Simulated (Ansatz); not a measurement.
SbPd:
```
CELL_PARAMETERS angstrom
      4.08757     0.00000     0.00000
     -2.04378     3.53994     0.00000
      0.00000     0.00000     5.57221
ATOMIC_POSITIONS crystal
  Sb 0.33333 0.66667 0.25000
  Sb 0.66667 0.33333 0.75000
  Pd 0.00000 0.00000 0.00000
  Pd 0.00000 0.00000 0.50000
```

This is the PBEsol-relaxed structure.

Question: All from plane-wave PAW PBEsol (Ansatz code), unless another level is named. Give the electronic character.

Answer: metallic (no gap).

Question: Next, the formation energy from the elements (no fitted shifts)?

Answer: -0.46 eV/atom.

Question: Predict the gap with spin–orbit coupling.

Answer: none (metallic).

Space group P6_3/mmc (NiAs type). The workflow started from a Materials Project entry (that database holds measured and hypothetical structures alike); the Crystallography Open Database files this formula in space group No. 194, but the cells were not matched. Its standing as an ambient phase is unchecked. The PBEsol relaxation kept the symmetry of its start; whether a distortion lowers the energy is not shown. The run is not spin-polarised. The references are the lowest solids computed at this level, not always the standard phases. Spin–orbit coupling is left out wherever it is not named.

Potentials: the later of the program's two PAW sets.
